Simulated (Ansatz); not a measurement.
Method: Ansatz, DFT PBE, scalar-relativistic, plane waves, PAW. All cells share a 420 eV cutoff and Γ-centred k meshes spaced at most about 0.3 Å⁻¹ (about 0.25 or finer for metals, 2π included). No spin polarisation in the final relaxations.

Temperature and zero-point effects are left out. All come from trial cells, and lower structures may exist.

Task: Order these relaxed structures of Ga₃As₂N by energy, lowest first, with the energy over the lowest of them.
A.

```
CELL_PARAMETERS angstrom
-1.79752 1.79752 8.21520
1.79752 -1.79752 8.21520
1.79752 1.79752 -8.21520
ATOMIC_POSITIONS crystal
Ga 0.50000 0.50000 0.00000
Ga 0.88224 0.88224 0.00000
Ga 0.11776 0.11776 0.00000
As 0.65858 0.65858 0.00000
As 0.34142 0.34142 0.00000
N 0.00000 0.00000 0.00000
```

B.

```
CELL_PARAMETERS angstrom
3.43737 0.00000 0.00000
-1.71868 2.97685 0.00000
0.00000 0.00000 9.48972
ATOMIC_POSITIONS crystal
Ga 0.33333 0.66667 0.62277
Ga 0.66667 0.33333 0.37723
Ga 0.00000 0.00000 0.00000
As 0.66667 0.33333 0.82112
As 0.33333 0.66667 0.17888
N 0.00000 0.00000 0.50000
```

Result: A (0 meV/atom), B (47 meV/atom). Forms: A As and N ordered on rock salt sites, I4/mmm; B As and N ordered on rock salt sites, P-3m1. Even the lowest lies +0.16 eV/atom against the elements.

No dispersion correction is applied, so the spacing and binding between layers, chains or molecules are poorly described (I4/mmm), and this can change margins and order among such cells. Cells relaxed within their symmetry can be saddle points. Some types were kept out of the candidates beforehand, so the set may lack a known form.
